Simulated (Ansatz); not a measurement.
The relaxed structure here is a generated cell of GeSe: the first start was made by placing the elements on the sites of a structure type, and the end was not matched to a known phase here, so it may be hypothetical. Known forms of GeSe include space group No. 62.

The end point of a relaxation of GeSe. All values below come from PBEsol (plane waves to 420 eV, PAW, scalar-relativistic; Ansatz, a first-principles code).

```cif
data_Ge4Se4
_chemical_formula_sum 'Se4 Ge4'
_space_group_name_H-M_alt 'P 1'
_space_group_IT_number 1
_cell_length_a 11.36599
_cell_length_b 11.36599
_cell_length_c 11.36599
_cell_angle_alpha 159.868
_cell_angle_beta 159.868
_cell_angle_gamma 28.622
loop_
_space_group_symop_operation_xyz
  'x, y, z'
loop_
_atom_site_label
_atom_site_type_symbol
_atom_site_fract_x
_atom_site_fract_y
_atom_site_fract_z
_atom_site_occupancy
Se1 Se 0.30668 0.30668 0.00000 1
Se2 Se 0.44332 0.94332 0.50000 1
Se3 Se 0.69332 0.69332 0.00000 1
Se4 Se 0.05668 0.55668 0.50000 1
Ge1 Ge 0.19269 0.19269 0.00000 1
Ge2 Ge 0.55731 0.05731 0.50000 1
Ge3 Ge 0.80731 0.80731 0.00000 1
Ge4 Ge 0.94269 0.44269 0.50000 1
```

Find the space group and the Wyckoff positions (tolerance 0.01 Å).

Space group I4₁/amd, origin choice 1 (No. 141); a = b = 3.973 Å, c = 22.027 Å, α = β = γ = 90.00°

| atom | site | symmetry | x | y | z |
|---|---|---|---|---|---|
| Se | 8e | 2mm. | 0.0000 | 0.0000 | 0.3067 |
| Ge | 8e | 2mm. | 0.0000 | 0.0000 | 0.1927 |

Give the shortest distances between elements (the closest pairs, up to four, under 3.6 Å).

Ge–Se 2.51 Å; Ge–Ge 3.58 Å.

| Item | Result |
|---|---|
| Volume per atom | 21.73 Å³ |
| Band gap | 0.37 eV, indirect (valence top at k = (0.1667, -0.25, 0.25), conduction bottom at k = (0.0833, -0.0833, 0.0833)) (no spin-orbit coupling) |
| Smallest direct gap | 0.69 eV at 83 % of the way from M to S |

No spin polarisation in the result.

The run could not lose the symmetry of its start, so the end can be a saddle point.
